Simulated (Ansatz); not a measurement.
Here is the system:

AlN (wurtzite)

```yaml
crystal:
  lattice:
    - [3.13030, 0.00000, 0.00000]
    - [-1.56515, 2.71092, 0.00000]
    - [0.00000, 0.00000, 5.01801]
  atoms:
    - { symbol: Al, position: [0.66667, 0.33333, 0.00337] }
    - { symbol: Al, position: [0.33333, 0.66667, 0.50337] }
    - { symbol: N, position: [0.66667, 0.33333, 0.62183] }
    - { symbol: N, position: [0.33333, 0.66667, 0.12183] }
```

Scan: atom 1 (Al, nearest neighbour N at 1.903 Å; its periodic images, 3.1 Å or more away, move with it) is displaced towards the nearest neighbour, direction (-0.823, 0.475, 0.312) in Cartesian axes, by s. The other atoms stay.

All values below come from PBE (plane waves to 420 eV, PAW, scalar-relativistic; Ansatz, a program for electronic structure). k mesh 10×10×6 (Γ-centred), Fermi-Dirac smearing 0.05 eV. The energy includes the smearing's −TS. AlN was relaxed with its symmetry unable to fall. The zero of ΔE is the undisplaced structure.

The scan covers s from -0.190 to 0.190 Å in 11 points.

Is the energy the same for displacements of ±0.190 Å, and if not, which side lies higher?

Not even: the positive side lies higher at ±0.190 Å. With its periodic images moving along, the atom's site symmetry in this cell is 3m..

What is the energy change at s = 0.190 Å?

365 meV/cell.

What force acts on the atom along the line at s = -0.190 Å?

1.97 eV/Å.

What is the force constant k = d²E/ds² of this move at s = 0?

15.4 eV/Å².

(For displaced atoms, the force is minus the slope of the energy, and its curvature is a force constant, which sets phonon frequencies.)
